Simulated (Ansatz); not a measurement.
# Computed properties of SrCoO3

SrCoO3:
```
SrCoO3
1.0
    3.76954     0.00000     0.00000
    0.00000     3.76954     0.00000
    0.00000     0.00000     3.76954
Sr Co O
1 1 3
Direct
  0.00000   0.00000   0.00000
  0.50000   0.50000   0.50000
  0.50000   0.50000   0.00000
  0.00000   0.50000   0.50000
  0.50000   0.00000   0.50000
```
The run is spin-polarised; directions of the spins, atom by atom: 0 ↑ 0 0 0.

Space group Pm-3m (No. 221), cubic perovskite; conventional cell a = b = c = 3.770 Å, α = β = γ = 90.00°.

Method: PBEsol (plane waves, PAW; program Ansatz). Structure relaxed to zero pressure with the same functional. Other levels are named where they apply.

### Cell and energy

```yaml
volume_per_atom: 10.71 Å³
density: 6.03 g/cm³
Formation energy from the elements (no fitted shifts): -1768 meV/atom
```

### Electronic structure

```yaml
electronic_character: metallic (no gap)
Density of states at the Fermi level: 0.62 states/eV per atom (mean over ±0.08 eV)
```

### Magnetism

```yaml
magnetic_order: ferromagnetic
net_moment: 0.48 μB per atom
```

### Mechanics

```yaml
Bulk modulus (Birch–Murnaghan fit): 175 GPa
Pressure derivative B′: 4.8
```

### Charges

```yaml
bader_charges: Sr +1.58, Co +1.55, O -1.04 e
```

The workflow started from an entry of the Crystallography Open Database (COD). Whether it is the stable phase at ambient conditions was not checked. The PBEsol relaxation kept the symmetry of its start; its stability against distortions is not shown here. The final state is ferromagnetic, chosen from 4 collinear starts compared on coarse meshes (ties went to the first, and starts can fall back to one state), not a proven ground state. No Hubbard U is applied. The compound may be a true metal, but semilocal functionals without U, or a wrong spin order, can also close a gap. The references are the lowest solids computed at this level, not always the standard phases (solids in place of the gases). Spin–orbit coupling is left out wherever it is not named.

Potentials: the later of the program's two PAW sets.
